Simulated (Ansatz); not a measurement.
**Magnetovolume behaviour of NaVS₂ (R-3m)**

```yaml
crystal:
  lattice:
    - [1.79930, 1.03883, 6.46105]
    - [-1.79930, 1.03883, 6.46105]
    - [0.00000, -2.07765, 6.46105]
  atoms:
    - { symbol: Na, position: [0.50000, 0.50000, 0.50000] }
    - { symbol: V, position: [0.00000, 0.00000, 0.00000] }
    - { symbol: S, position: [0.26438, 0.26438, 0.26438] }
    - { symbol: S, position: [0.73562, 0.73562, 0.73562] }
```

The reference geometry is a structure from the Materials Project; nothing is relaxed.

The runs share LDA, 11×11×11 k mesh, Fermi–Dirac smearing of 0.03 eV. PAW means Ansatz 0.2.0 on its default frozen-core files; LAPW is all-electron LAPW in Ansatz 0.2.0. Site moments are integrated in spheres about the atoms, whose radii differ between the methods. Start moments of the first PAW run (μB): V2 2.

The cell shown is scaled evenly to other volumes, and every spin-polarised run starts from the same moments.

The search for lower states is left at its default.

Question: Over V/V₀ from 0.7 to 1.2, do the moments collapse, and if so where?

Answer: The moments are gone at V/V₀ = 0.82 (8 GPa) and below, and present from 0.88 (0 GPa) upwards, where the largest is 0.06 μB at first.
```tsv
V/V₀	Å³/atom	M PAW (μB/cell)	M LAPW (μB/cell)	largest site moment, PAW (μB)	P PAW (GPa)	P LAPW (GPa)	F − F(unpolarised), PAW (meV/atom)
0.7	12.68	0.00	–	0.00	37.9	–	0
0.76	13.77	0.00	–	0.00	20.5	–	0
0.82	14.85	0.00	–	0.00	8.5	–	0
0.88	15.94	0.07	1.69	0.06	0.1	3.5	0
0.94	17.03	1.98	–	1.63	-1.8	–	-23
1	18.12	2.00	2.00	1.71	-6.3	-6.3	-48
1.06	19.20	2.00	2.00	1.77	-9.5	-9.5	-71
1.12	20.29	2.00	–	1.83	-11.8	–	-91
1.2	21.74	2.00	2.00	1.90	-13.7	-13.7	-114
```

The PAW files were made with PBE; the program remakes their cores once for the run's functional and then keeps them frozen. Under strong compression frozen cores are worth checking against an all-electron run. These are results for the start and cell typed. The real compound can order otherwise, in a larger cell, or not at all, since semilocal functionals at zero temperature often overstate magnetism.
